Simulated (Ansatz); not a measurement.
Relaxation of a generated cell, Si2W placed in the AFLOW prototype AB2_hP6_194_c_f (C7, as in MoS2); 6 atoms in the cell, which starts as P6₃/mmc (No. 194), hP6; a = b = 2.9371 Å, c = 11.4240 Å, α = β = 90.00°, γ = 120.00°. Level of theory: r2SCAN (plane waves to 500 eV, PAW, scalar-relativistic; Ansatz, an electronic-structure program). Γ-centred k-mesh 9×9×2 on the run's cell (coarser than for final values), Fermi–Dirac smearing 0.05 eV. This is the first round of the run. 

The optimiser's lines from the output (shortened; P is positive under compression):

```
relax step   1: F+E_penalty+E_count = -23339.25703170 eV  Δ(F+E_penalty+E_count) = +0.000e0 eV  max|allowed force component| = 8.351e0 eV/Å  Δτ_max = 0.0000 Å  P = +77.182 GPa  Ω = 85.344 Å³  (8 SCF iters, dr2 threshold 1.00e-7 eV, accepted)
relax step   2: F+E_penalty+E_count = -23345.19728466 eV  Δ(F+E_penalty+E_count) = -5.940e0 eV  max|allowed force component| = 2.946e0 eV/Å  Δτ_max = 0.1298 Å  P = +19.120 GPa  Ω = 96.652 Å³  (8 SCF iters, dr2 threshold 6.00e-7 eV, accepted)
relax step   3: F+E_penalty+E_count = -23346.84154188 eV  Δ(F+E_penalty+E_count) = -1.644e0 eV  max|allowed force component| = 1.659e0 eV/Å  Δτ_max = 0.1948 Å  P = +3.716 GPa  Ω = 92.606 Å³  (8 SCF iters, dr2 threshold 6.00e-7 eV, accepted)
relax step   4: F+E_penalty+E_count = -23347.79988891 eV  Δ(F+E_penalty+E_count) = -9.583e-1 eV  max|allowed force component| = 3.491e-1 eV/Å  Δτ_max = 0.1948 Å  P = +1.290 GPa  Ω = 86.050 Å³  (7 SCF iters, dr2 threshold 6.00e-7 eV, accepted)
relax step   5: F+E_penalty+E_count = -23347.73778225 eV  Δ(F+E_penalty+E_count) = +6.211e-2 eV  max|allowed force component| = 8.710e-1 eV/Å  Δτ_max = 0.0643 Å  P = +3.757 GPa  Ω = 83.653 Å³  (8 SCF iters, dr2 threshold 6.00e-7 eV, rejected (line search))
relax step   6: F+E_penalty+E_count = -23347.84657537 eV  Δ(F+E_penalty+E_count) = -4.669e-2 eV  max|allowed force component| = 7.888e-2 eV/Å  Δτ_max = 0.0093 Å  P = +0.149 GPa  Ω = 86.077 Å³  (11 SCF iters, accepted)
relax step   7: F+E_penalty+E_count = -23347.86394144 eV  Δ(F+E_penalty+E_count) = -1.737e-2 eV  max|allowed force component| = 4.272e-2 eV/Å  Δτ_max = 0.0003 Å  P = -0.643 GPa  Ω = 86.122 Å³  (8 SCF iters, dr2 threshold 6.00e-7 eV, accepted)
relax step   8: F+E_penalty+E_count = -23347.86566026 eV  Δ(F+E_penalty+E_count) = -1.719e-3 eV  max|allowed force component| = 2.085e-3 eV/Å  Δτ_max = 0.0032 Å  P = +0.042 GPa  Ω = 85.794 Å³  (5 SCF iters, dr2 threshold 6.00e-7 eV, accepted)
relax step   9: F+E_penalty+E_count = -23347.86566646 eV  Δ(F+E_penalty+E_count) = -6.193e-6 eV  max|allowed force component| = 8.751e-5 eV/Å  Δτ_max = 0.0000 Å  P = +0.002 GPa  Ω = 85.807 Å³  (5 SCF iters, dr2 threshold 2.31e-8 eV, accepted)
relax step  10: F+E_penalty+E_count = -23347.86584458 eV  Δ(F+E_penalty+E_count) = -1.781e-4 eV  max|allowed force component| = 1.420e-4 eV/Å  Δτ_max = 0.0000 Å  P = +0.004 GPa  Ω = 85.807 Å³  stress off target by 1.52e-2 GPa  SCF on the basis re-selected at this cell (its energy is not comparable with the rows above)  (7 SCF iters)
```

From the first to the last row the energy changes by -1.43 eV/atom and the volume by +0.5 %. The last row is marked as not comparable with the walk above it, whose basis was carried along; it does compare with step 1, since both stand on a basis selected at the nominal cutoff for their own cell.

Step 5 was rejected by the optimiser.

Later rounds, restarted from the end of this one on a renewed k-mesh, logged 6 more steps and released under 0.01 eV/atom more. The final structure after all rounds: P6₃/mmc (No. 194), hP6; a = b = 2.8858 Å, c = 11.9122 Å, α = β = 90.00°, γ = 120.00°. Between re-selections the logged energies stand on a plane-wave basis carried along with the cell. No spin polarisation in the result. A magnetic state may lie lower.

The run could not lower the symmetry of its start; a shaken copy of this end point relaxes with r2SCAN to P6₃/mmc (No. 194), 0.29 eV/atom lower.

The relaxed structure here is a generated cell of Si2W: the first start was made by placing the elements on the sites of a structure type, and the end was not matched to a known phase here, so it may be hypothetical. Known forms of Si2W include space group No. 139.
